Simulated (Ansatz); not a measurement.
Relaxed-ion elastic tensor of AlN in space group P4_2/mnm (No. 136; Al on 4g, N on 4f) in GPa (Voigt order), plane-wave PAW PBEsol (Ansatz code); density 3.12 g/cm³, 10.89 Å³ per atom.

```json
[
 {"": "1", "1": "261", "2": "145", "3": "128", "4": "0.0", "5": "0.0", "6": "0.0"},
 {"": "2", "1": "145", "2": "261", "3": "128", "4": "0.0", "5": "0.0", "6": "0.0"},
 {"": "3", "1": "128", "2": "128", "3": "399", "4": "0.0", "5": "0.0", "6": "0.0"},
 {"": "4", "1": "0.0", "2": "0.0", "3": "0.0", "4": "99.8", "5": "0.0", "6": "0.0"},
 {"": "5", "1": "0.0", "2": "0.0", "3": "0.0", "4": "0.0", "5": "99.8", "6": "0.0"},
 {"": "6", "1": "0.0", "2": "0.0", "3": "0.0", "4": "0.0", "5": "0.0", "6": "128"}
]
```

Question: Is the crystal mechanically stable?

Answer: Yes: the smallest eigenvalue of C is 99.8 GPa.

Question: Work out the Voigt, Reuss and Hill averages.

Answer: K_V = 191, K_R = 187, K_H = 189; G_V = 100, G_R = 92.5, G_H = 96.4 GPa.

Question: Give Young's modulus, Poisson's ratio, Pugh's ratio and the universal anisotropy index.

Answer: E = 9KG/(3K + G) = 247 GPa; ν = 0.28; K/G = 1.96 (ductile by the Pugh limit of 1.75); A_U = 5G_V/G_R + K_V/K_R − 6 = 0.44.

Question: Estimate the sound speeds and the Debye temperature.

Answer: v_l = √((K + 4G/3)/ρ) = 10100 m/s, v_t = √(G/ρ) = 5550 m/s, mean 6190 m/s; Θ = (h/k)(3n/4πV)^(1/3) v_m = 831 K.

Question: How much does each axis shrink under pressure?

Answer: Linear compressibilities β_i = Σ_j S_ij (j = 1 to 3): x 2.1, y 2.1, z 1.2 per TPa.

The start of the workflow was typed in or built on a structure type; neither database checked (COD, Materials Project) lists it. It is not the phase usual at ambient conditions (space group No. 186, 216). The cell was relaxed with PBEsol under the symmetry of its start; whether a distortion lowers the energy is not shown.

Potentials: the earlier of the program's two PAW sets. The files were generated under PBE; for other functionals the program regenerates the frozen cores, and for LDA and PBEsol the local potential too.
